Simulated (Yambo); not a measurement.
One stored BSE kernel of dimension 648 for MgTe (zinc blende, space group F-43m, No. 216) (Yambo, LDA bands; 6×6×6 mesh, 3 valence and 1 conduction bands, static screening with 36 bands and a 4 Ry block, scissor 1.72 eV, Tamm-Dancoff; broadening 0.15 eV; field along x), solved in several ways.

```csv
solver,iterations,largest change of Im ε (% of its maximum),rough time
"Haydock, threshold 2 %",6,49,within a factor of two
"Haydock, threshold 0.5 %",8,44,within a factor of two
"Haydock, threshold 0.1 %",17,7.8,within a factor of two
"Haydock, threshold 0.005 %",30,0.2,1
"SLEPc, lowest 10 states",–,no full spectrum,within a factor of two
"SLEPc, lowest 60 states",–,no full spectrum,within a factor of two
full diagonalisation,–,reference,within a factor of two
```

Haydock gives the spectrum without eigenstates, SLEPc the lowest states alone, full diagonalisation everything at a cost that grows as the cube of the dimension. Times include reading the kernel. Times are rough ratios from shared machines. Mesh and scissor weren't tested; the rows compare only with each other.

Spin-orbit coupling is not included.

Geometry relaxed with LDA; primitive cell a = b = c = 4.5039 Å, α = β = γ = 60.00°.

This is not the ordinary phase of the substance; no match was found in the copy of COD used, and its stability was not checked.
